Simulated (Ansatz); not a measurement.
LiGeN:
```
LiGeN
1.0
    3.01574     0.00000     0.00000
   -1.50787     2.61171     0.00000
    0.00000     0.00000     9.43086
Li Ge N
2 2 2
Cartesian
  1.50787   0.87057   6.99422
  0.00000   1.74114   2.27880
  0.00000   0.00000   4.70223
  0.00000   0.00000   9.41766
  0.00000   1.74114   5.69999
  1.50787   0.87057   0.98456
```

The program Ansatz at the PBE level (PAW) gives a gap of 1.45 eV without spin–orbit coupling, maximum on the K–Γ line, 56 % of the way from K, minimum at M.

**Question.** What happens when spin–orbit coupling is switched on?

**Answer.** The gap drops by 0.01 eV, to 1.44 eV; maximum on the K–Γ line, 56 % of the way from K, minimum at M.

Space group P6_3mc. The first step of the workflow began from a Materials Project structure, measured or hypothetical; the Crystallography Open Database copy checked does not list it. Its standing as an ambient phase is unchecked. The PBE relaxation kept the symmetry of its start; whether a distortion lowers the energy is not shown.

Potentials: the later of the program's two PAW sets.
